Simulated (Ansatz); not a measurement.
## N: comparing deformations

The calculation used DFT LDA, scalar-relativistic, plane waves, PAW in Ansatz. The runs took a 420 eV cutoff, a Γ-centred 12×12×6 mesh and Gaussian smearing (0.05 eV). Collinear spins, started from moments 3.2, 3.2 μB in atom order; the magnetic state may not be the lowest. Energies are free energies at this smearing, counted from the undisturbed cell; pressure is positive in compression.

The starting cell (as given, not relaxed at this level; it stands at -0.3 GPa, and it needn't be the usual structure):

```yaml
crystal:
  lattice:
    - [3.62900, 0.00000, 0.00000]
    - [-1.81450, 3.14281, 0.00000]
    - [0.00000, 0.00000, 5.89000]
  atoms:
    - { symbol: N, position: [0.33333, 0.66667, 0.25000] }
    - { symbol: N, position: [0.66667, 0.33333, 0.75000] }
```

The cell is strained by ε times a Voigt pattern (xx, yy, zz, yz, xz, xy; engineering shear) with fractional coordinates fixed. τ = (1/V0) dE/dε comes from the stress tensor. Of each scan, only the three points used here are listed.

```
           pattern        ε  τ (GPa)
(1, 1, 0, 0, 0, 0)  -0.0150   0.5855
(1, 1, 0, 0, 0, 0)   0.0000   0.6524
(1, 1, 0, 0, 0, 0)   0.0150   0.6964
(0, 0, 1, 0, 0, 0)  -0.0150   0.2956
(0, 0, 1, 0, 0, 0)   0.0000   0.3200
(0, 0, 1, 0, 0, 0)   0.0150   0.3378
(1, 0, 0, 0, 0, 0)  -0.0150   0.3046
(1, 0, 0, 0, 0, 0)   0.0000   0.3262
(1, 0, 0, 0, 0, 0)   0.0150   0.3405
```

Which constants do the scans give, and which deformation costs least for the same size of strain tensor?

The slope dτ/dε at zero (parabola through three points) is pᵀCp: (1, 1, 0, 0, 0, 0) gives C11 + C22 + 2 C12 = 3.7 GPa; (0, 0, 1, 0, 0, 0) gives C33 = 1.4 GPa; (1, 0, 0, 0, 0, 0) gives C11 = 1.2 GPa. The size of the strain tensor, ε:ε, is ε² times 2.0, 1.0, 1.0. Per unit of it the stiffnesses are 1.8, 1.4, 1.2 GPa, so (1, 0, 0, 0, 0, 0) is the softest of these: at ε:ε = (1 %)² the quadratic term costs 0.01 meV/atom against 0.02 for the stiffest. The starting stress shifts them by about its own size.